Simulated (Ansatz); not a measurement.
A trial cell of BaSi2C2, before relaxation:

```cif
data_structure
_symmetry_space_group_name_H-M 'Cmmm'
_symmetry_Int_Tables_number 65
_cell_length_a 4.4279
_cell_length_b 5.7970
_cell_length_c 6.9302
_cell_angle_alpha 90.000
_cell_angle_beta 90.000
_cell_angle_gamma 90.000
_cell_volume 177.89
loop_
_atom_site_label
_atom_site_type_symbol
_atom_site_symmetry_multiplicity
_atom_site_Wyckoff_symbol
_atom_site_fract_x
_atom_site_fract_y
_atom_site_fract_z
_atom_site_occupancy
Ba1 Ba 2 d 0.00000 0.00000 0.50000 1
Si1 Si 4 j 0.50000 0.85075 0.50000 1
C1 C 4 g 0.69034 0.00000 0.00000 1
```

The calculation used Ansatz 0.2.0, DFT PBE, scalar-relativistic, plane waves, PAW. Cutoff 420 eV, Gaussian smearing, Γ-centred meshes. Cell and atoms relax first on a coarse mesh and then on a finer one. In between, the cell is made exact in the group found at 0.06 Å. In metals the finer mesh still leaves noise of several meV/atom or more. The steps can't lower the symmetry of their start. No spin polarisation in the relaxation; trial moments died out in a coarse test.

A guess keeps its type if space group and coordination stay and the shape of the cell changes little (axis ratios within about 15 %, angles within 6°); the volume may change.

Problem. Will the relaxed cell still be of the starting type?

Solution. It doesn't keep its type. The symmetry stays Cmmm (No. 65). The volume per atom grows by 27.0 %, from 17.8 to 22.6 Å³. The shortest distance goes from 1.69 Å (C–C) to 1.35 Å (C–C). Counting neighbours within 15 % of an atom's shortest distance, the start has Ba 2, C 1, Si 1 and the end Ba 10, C 1, Si 5. In detail, at the end around Ba lie 4 C at 3.16 Å and 6 Si at 3.30–3.36 Å; around Si lie 1 Si at 2.29 Å, 4 C at 2.42 Å and 3 Ba at 3.30–3.36 Å; around C lie 1 C at 1.35 Å, 4 Si at 2.42 Å and 2 Ba at 3.16 Å.

```cif
data_structure
_symmetry_space_group_name_H-M 'P 1'
_symmetry_Int_Tables_number 1
_cell_length_a 5.4641
_cell_length_b 5.4641
_cell_length_c 4.0539
_cell_angle_alpha 90.000
_cell_angle_beta 90.000
_cell_angle_gamma 110.992
_cell_volume 113.00
loop_
_atom_site_label
_atom_site_type_symbol
_atom_site_fract_x
_atom_site_fract_y
_atom_site_fract_z
_atom_site_occupancy
Ba1 Ba 0.00000 0.00000 0.50000 1
Si1 Si 0.62693 0.37307 0.50000 1
Si2 Si 0.37307 0.62693 0.50000 1
C1 C 0.60920 0.60920 0.00000 1
C2 C 0.39080 0.39080 0.00000 1
```

Formation energies are uncorrected and refer to the elements' standard structures at the same level.

Problem. At what energy does it end?

Solution. +0.88 eV/atom. It can't be a ground state, since the elements alone are lower.

The last run used an 8×8×10 mesh (in the run's order of axes) for its 5-atom cell and Gaussian smearing of 0.10 eV. The reference form of C is held partly by dispersion forces, which this level lacks. Symmetry constrained the relaxation, so the result can be a saddle point.
